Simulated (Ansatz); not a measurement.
YS (rock salt, Fm-3m) at seven volumes, r²SCAN in the plane-wave PAW code Ansatz, scaled uniformly. One row is withheld.

| V (Å³/atom) | P (GPa) |
|---|---|
| 19.191 | ? |
| 19.823 | 7.04 |
| 20.456 | 3.24 |
| 21.089 | 0.00 |
| 21.721 | -2.76 |
| 22.354 | -5.11 |
| 22.987 | -7.12 |

### Question
Fit the shown pressures and predict the withheld one.

### Answer
P = (3/2)B₀(x^(7/2) − x^(5/2))[1 + (3/4)(B′ − 4)(x − 1)] with x = (V₀/V)^(2/3). Least squares on the six rows gives V₀ = 21.089 Å³/atom, B₀ = 99.5 GPa, B′ = 4.32. At V = 19.191, x = 1.0649 and P = 11.51 GPa. The run itself gave 11.51 GPa.

The workflow started from an entry of the Crystallography Open Database (COD). Whether it is the stable phase at ambient conditions was not checked. Symmetry was held in the r²SCAN relaxation; its stability against distortions is not shown here. No spin polarisation was allowed.

Potentials: the later of the program's two PAW sets.
